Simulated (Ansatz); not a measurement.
A geometry of BaTiO3 away from equilibrium: step 4 of the relaxation of a generated trial cell of BaTiO3 in the LiNbO3 structure type. Level of theory: r2SCAN (plane waves to 500 eV, PAW, scalar-relativistic; Ansatz, an electronic-structure program). Γ-centred k-mesh 7×7×7 on the run's cell, Fermi–Dirac smearing 0.05 eV. The plane waves were selected for a different cell earlier on the path.

```
CELL_PARAMETERS angstrom
      2.81137     1.62314     4.69087
     -2.81137     1.62314     4.69087
      0.00000    -3.24629     4.69087
ATOMIC_POSITIONS crystal
  Ba 0.73558 0.73558 0.73558
  Ba 0.23558 0.23558 0.23558
  Ti 0.97932 0.97932 0.97932
  Ti 0.47932 0.47932 0.47932
  O  0.72436 0.76892 0.24153
  O  0.76892 0.24153 0.72436
  O  0.24153 0.72436 0.76892
  O  0.74153 0.26892 0.22436
  O  0.26892 0.22436 0.74153
  O  0.22436 0.74153 0.26892
```

**Question.** What forces act on the atoms (eV/Å)?

**Answer.** 
```tsv
atom	Fx	Fy	Fz
Ba1	0.00	0.00	0.06
Ba2	0.00	0.00	0.06
Ti3	0.00	0.00	0.07
Ti4	0.00	0.00	0.07
O5	0.31	0.17	-0.04
O6	-0.01	-0.35	-0.04
O7	-0.30	0.18	-0.04
O8	0.01	-0.35	-0.04
O9	-0.31	0.17	-0.04
O10	0.30	0.18	-0.04
```

The path ends in R3m (No. 160). No spin polarisation in the result.

The run could not lose the symmetry of its start; a randomly shaken copy of 10 atoms returns to this structure.

The first start was generated by placing the elements on the sites of a structure type. A measured structure of BaTiO3 has the same space group, R3m (No. 160); the sites were not compared with it. Another known form has space group No. 99.
